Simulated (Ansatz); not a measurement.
ZnIn$_{2}$O$_{4}$ in space group I-4 (No. 82; In on 2b, In on 2d, Zn on 2a, O on 8g) at seven volumes, plane-wave PAW PBEsol (Ansatz code), shape and atoms relaxed at each. One row is withheld.

| V (Å³/atom) | P (GPa) |
|---|---|
| 14.375 | 6.43 |
| 14.849 | 4.14 |
| 15.323 | 2.01 |
| 15.797 | 0.00 |
| 16.271 | -1.92 |
| 16.745 | -3.72 |
| 17.219 | ? |

Question: Fit the shown pressures and predict the withheld one.

Answer: Third-order Birch–Murnaghan: P = (3/2)B₀(x^(7/2) − x^(5/2))[1 + (3/4)(B′ − 4)(x − 1)] with x = (V₀/V)^(2/3). Least squares on the six rows gives V₀ = 15.792 Å³/atom, B₀ = 65.73 GPa, B′ = 1.12. At V = 17.219, x = 0.9440 and P = -5.36 GPa. The run itself gave -5.41 GPa.

A made-up cell: these elements were put on the sites of a structure type; neither database checked (COD, Materials Project) lists it. Whether it is the stable phase at ambient conditions was not checked. The cell was relaxed with PBEsol under the symmetry of its start; its stability against distortions is not shown here.

Potentials: the earlier of the program's two PAW sets. The files were generated under PBE; for other functionals the program regenerates the frozen cores, and for LDA and PBEsol the local potential too.
